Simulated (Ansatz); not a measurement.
Q: Each is relaxed and computed with plane-wave PAW r²SCAN (Ansatz code). Which is the only metal?
A. BN, P6_222 (B on 3d, N on 3c)
B. GeS2F12, Pnnm (Pearson symbol oP30)
C. BPd2, Pnnm (Pd on 4g, B on 2a)
D. B4C, Cm (Pearson symbol mS30)

A: C, BPd2, Pnnm (Pd on 4g, B on 2a). BPd2: metal; GeS2F12: gap 5.90 eV (direct); B4C: gap 3.22 eV (indirect); BN: gap 4.24 eV (indirect). Constructed cells (a structure type filled with these elements, in neither database checked): BN, P6_222 (B on 3d, N on 3c). Not the usual ambient phase: BN, P6_222 (B on 3d, N on 3c). Standing as an ambient phase not checked: BPd2, Pnnm (Pd on 4g, B on 2a); GeS2F12, Pnnm (Pearson symbol oP30); B4C, Cm (Pearson symbol mS30). Weakly bound layers, chains or molecules computed without a dispersion correction, so cells and soft constants are ill determined: GeS2F12, Pnnm (Pearson symbol oP30). All cells were relaxed under the symmetry of their starts (and spin orders); stability against distortions was not tested throughout. Rows with no word on spin ran without spin polarisation. Spin–orbit coupling is left out wherever it is not named.

Potentials: the later of the program's two PAW sets.
